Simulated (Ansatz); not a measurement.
**Li: electron density at the nuclei under pressure**

```yaml
crystal:
  lattice:
    - [1.55050, 0.89518, 7.58830]
    - [-1.55050, 0.89518, 7.58830]
    - [0.00000, -1.79036, 7.58830]
  atoms:
    - { symbol: Li, position: [0.00000, 0.00000, 0.00000] }
    - { symbol: Li, position: [0.22200, 0.22200, 0.22200] }
    - { symbol: Li, position: [0.77800, 0.77800, 0.77800] }
```

Atom numbers follow the list: Li1, Li2, Li3.

Structure: COD 9017802, as refined from experiment and not relaxed.

Method: DFT, PBEsol, all-electron PAW with datasets made for the crystal, scalar-relativistic (Ansatz 0.2.0).

Numerical set-up: a Γ-centred 12×12×12 k mesh, Fermi–Dirac smearing of 0.05 eV, cutoff 100 eV (chosen by the program for this cell), no spin polarisation.

The contact density is the mean electron density over the nuclear volume; its changes follow the s electrons' response to bonding and compression. Changes below are taken from the unscaled cell, where it is 93.2627 e/Å³ at Li1, 93.2657 e/Å³ at Li2.

```csv
V/V(cell),P (GPa),Δρ(0) Li1 (e/Å³),Δρ(0) Li2 (e/Å³)
0.9400,0.3,0.03,0.03
0.9600,0.0,0.02,0.02
0.9800,-0.3,0.01,0.01
0.9900,-0.4,0.01,0.01
1.0000,-0.5,0.00,0.00
1.0100,-0.7,-0.01,-0.01
1.0200,-0.8,-0.01,-0.01
1.0400,-1.0,-0.02,-0.02
1.0600,-1.2,-0.03,-0.03
```

The datasets are made afresh for each cell, so very small changes are uncertain.
